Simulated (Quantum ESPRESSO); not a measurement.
```cif
data_H4Li4
_chemical_formula_sum 'H4 Li4'
_space_group_name_H-M_alt 'Fm-3m'
_space_group_IT_number 225
_space_group_name_Hall '-F 4 2 3'
_cell_length_a 4.01724
_cell_length_b 4.01724
_cell_length_c 4.01724
_cell_angle_alpha 90.000
_cell_angle_beta 90.000
_cell_angle_gamma 90.000
loop_
_atom_site_label
_atom_site_type_symbol
_atom_site_symmetry_multiplicity
_atom_site_Wyckoff_symbol
_atom_site_fract_x
_atom_site_fract_y
_atom_site_fract_z
_atom_site_occupancy
H1 H 4 b 0.50000 0.50000 0.50000 1
Li1 Li 4 a 0.00000 0.00000 0.00000 1
```
(The calculation used a cell of 2 atoms; values per cell refer to that cell.)

The geometry is that of Materials Project entry mp-23703, symmetrised and not relaxed again.

What does LDA (Quantum ESPRESSO, PseudoDojo norm-conserving, 74 Ry, without SOC) give for the electronic structure near the Fermi level?

The LDA gap is direct, 2.62 eV at X.
